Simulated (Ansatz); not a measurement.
# Calculated Bi-209 NMR of the central transition for Bi₂Te₃

Cell: a Materials Project structure (computed, not necessarily an observed phase), taken as it stands.

```xyz
5
Lattice="2.2091 1.2754 10.7524 -2.2091 1.2754 10.7524 0.0000 -2.5508 10.7524" Properties=species:S:1:pos:R:3 pbc="T T T"
Bi    0.0000    0.0000   19.4566
Bi    0.0000    0.0000   12.8007
Te    0.0000    0.0000   25.2637
Te    0.0000    0.0000    0.0000
Te    0.0000    0.0000    6.9936
```

Sites (sets of like atoms) are named by element and the number of their first atom in this list.

Method: Kohn–Sham DFT in Ansatz, PBE, plane waves and PAW, scalar-relativistic, 420 eV cutoff, Γ-centred 9×9×9 k-points, Fermi–Dirac smearing 0.01 eV.

Bi-209 has I = 9/2 and Q = -516.0 mb (Pyykkö 2018); at 11.7 T its Larmor frequency is ν₀ = 81.5 MHz (from the bare nuclear moment; shielding lowers the observed one by a per cent or two). Only the quadrupole interaction is simulated: positions count from each site's isotropic chemical shift, and J coupling is left out, as are shift anisotropy and dipolar coupling, which fast spinning averages.

Simulated pattern of one Bi site (fast magic-angle spinning, Gaussian broadening 0.4 kHz):

| offset (kHz) | height |
| --- | --- |
| -16.92 | 0 |
| -16.52 | 0 |
| -16.12 | 3 |
| -15.72 | 4 |
| -15.33 | 4 |
| -14.93 | 4 |
| -14.53 | 5 |
| -14.13 | 5 |
| -13.74 | 5 |
| -13.34 | 5 |
| -12.94 | 5 |
| -12.54 | 5 |
| -12.15 | 5 |
| -11.75 | 5 |
| -11.35 | 6 |
| -10.96 | 6 |
| -10.56 | 10 |
| -10.16 | 67 |
| -9.76 | 70 |
| -9.37 | 48 |
| -8.97 | 41 |
| -8.57 | 36 |
| -8.17 | 35 |
| -7.78 | 33 |
| -7.38 | 32 |
| -6.98 | 32 |
| -6.58 | 31 |
| -6.19 | 32 |
| -5.79 | 32 |
| -5.39 | 33 |
| -5.00 | 34 |
| -4.60 | 36 |
| -4.20 | 39 |
| -3.80 | 43 |
| -3.41 | 50 |
| -3.01 | 62 |
| -2.61 | 100 |
| -2.21 | 66 |
| -1.82 | 2 |
| -1.42 | 0 |

Problem. Which |C_Q| and η does the pattern imply?

Solution. The pattern spans 13.9 kHz before broadening and its centre of gravity is at -6.49 kHz, which fixes P_Q; the places of the horns and steps fix η. That gives P_Q = 19.5 MHz, |C_Q| = 19.5 MHz and η = 0.00. The sign of C_Q can't be read from the pattern.

An axis of threefold or higher order runs through Bi, so V_zz lies along it and η is zero.

Spin–orbit coupling is left out, which shifts gradients on Bi by a few per cent in wide-gap crystals, and can shift them far more where the calculated gap is small or absent, as here. Newer work puts Q(²⁰⁹Bi) near −420 mb, which would lower these couplings by about a fifth.
